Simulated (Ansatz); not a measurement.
**MnCoGe and the effect of the choice of potentials or basis**

Space group P6_3/mmc (No. 194). a = 4.091 Å, b = 4.091 Å, c = 5.144 Å, α = 90.00°, β = 90.00°, γ = 120.00°
```tsv
atom	site	symmetry	x	y	z
Ge	2c	-6m2	0.3333	0.6667	0.2500
Co	2d	-6m2	0.6667	0.3333	0.2500
Mn	2a	-3m.	0.0000	0.0000	0.5000
```

The cell is a database's computed one, not the measured one.

Kept alike: task single point; functional PBEsol; k mesh 8 × 8 × 5; occupations fermi-dirac, width 0.05 eV; collinear spin, ferromagnetic start. Program: Ansatz. Cutoffs run from 900 to 1769 eV. The mesh is that of the run's cell of 6 atoms. No spin-orbit coupling.

```csv
choice of potentials or basis,pressure (GPa),moment of the cell (μB)
Ansatz PAW (files of its older set among them) (made for PBE),-9.59,6.11
JTH PAW (made for PBE),-8.87,6.13
PseudoDojo standard (PBEsol files),-8.76,6.28
PseudoDojo stringent (PBEsol files),-9.84,6.03
```

Pressure is positive in compression, with a Pulay correction for the finite cutoff. For a metal such a mesh leaves the last digits unconverged. The runs hold the magnetic state that their start led to, which needn't be the lowest.

What does the choice of potentials or basis change here?

The pressure runs from -9.84 (PseudoDojo stringent (PBEsol files)) to -8.76 GPa (PseudoDojo standard (PBEsol files)). The moment of the cell runs from 6.03 (PseudoDojo stringent (PBEsol files)) to 6.28 μB (PseudoDojo standard (PBEsol files)).
